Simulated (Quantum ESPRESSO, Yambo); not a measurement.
At a photon energy of 10.12 eV, RPA with local fields on PBEsol bands shifted by a G0W0 scissor of 2.96 eV (Quantum ESPRESSO and Yambo; 6×6×4 mesh, 80 bands, 3 Ry local-field block, 0.2 eV broadening) gives ε = 4.17 + 2.69i for LaOF (space group P4/nmm, No. 129), field along x. Axes are Cartesian, with cell vectors (Å) (4.07, 0.00, 0.00), (0.00, 4.07, 0.00), (0.00, 0.00, 5.81).

Problem. Work out n, κ, the normal-incidence reflectivity, the absorption coefficient and the penetration depth.

Solution. 
|ε| = 4.96; n = √((|ε| + ε1)/2) = 2.14, κ = √((|ε| − ε1)/2) = 0.63. R = ((n − 1)² + κ²)/((n + 1)² + κ²) = 0.16. α = 2Eκ/(ħc) with ħc = 197.327 eV nm: 0.0646 per nm = 6.5 × 10⁵ per cm, a 1/e depth of 15 nm. The computed direct gap is 7.63 eV, and the energy scale of the real crystal may differ from it. Excitonic effects are left out, and values at one energy depend on mesh and broadening. The scissor comes from a G0W0 run whose convergence isn't established. Convergence of the RPA response with its 6×6×4 mesh was not tested.

Geometry of the Materials Project entry, not relaxed at this level; primitive cell a = b = 4.0692 Å, c = 5.8139 Å, α = β = γ = 90.00°.

The structure is a Materials Project entry; no match was found in the copy of COD used, and its stability was not checked.
